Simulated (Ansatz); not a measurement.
La2O3 (A-La2O3 type, space group P-3m1)

```xyz
5
Lattice="3.9353 0.0000 0.0000 -1.9676 3.4080 0.0000 0.0000 0.0000 6.1263" Properties=species:S:1:pos:R:3 pbc="T T T"
La     0.0000     2.2720     1.5079
La     1.9676     1.1360     4.6184
O      0.0000     0.0000     0.0000
O      0.0000     2.2720     3.9583
O      1.9676     1.1360     2.1680
```

This relaxed cell (volume V₀) is scaled evenly in all directions, its shape held. The atoms relax within the cell's symmetry.

Computed with r2SCAN (plane waves to 500 eV, PAW, scalar-relativistic; Ansatz, a program for electronic structure). k mesh 10×10×6 (Γ-centred), Fermi-Dirac smearing 0.05 eV. E stands for the smeared free energy. With the shape held, the modulus is that of even scaling; a crystal free to change shape is softer. La2O3 is run without spin polarisation. La2O3 was relaxed with its symmetry unable to fall. ΔE is measured from the relaxed starting cell.

```
V (Å³/atom)  ΔE (meV/atom)
-----------  -------------
15.447                26.4
15.693                14.5
15.940                 6.3
16.186                 1.5
16.433                 0.0
16.679                 1.4
16.926                 5.6
17.172                12.3
17.419                21.3
```

Task: What is the fitted pressure derivative B₀′?

Result: 4.4.

Task: What bulk modulus at fixed cell shape B₀ follows from a third-order Birch-Murnaghan fit?

Result: 128 GPa. Check by three points about V = 16.433 Å³/atom, step 0.246: d²E/dV² ≈ (1.5 − 2·0.0 + 1.4) meV / 0.246² = 0.0477 eV/Å⁶, and V·d²E/dV² × 160.2 = 126 GPa.

(A scan under strain: stresses follow from slopes of the energy per volume, elastic moduli from its curvatures.)
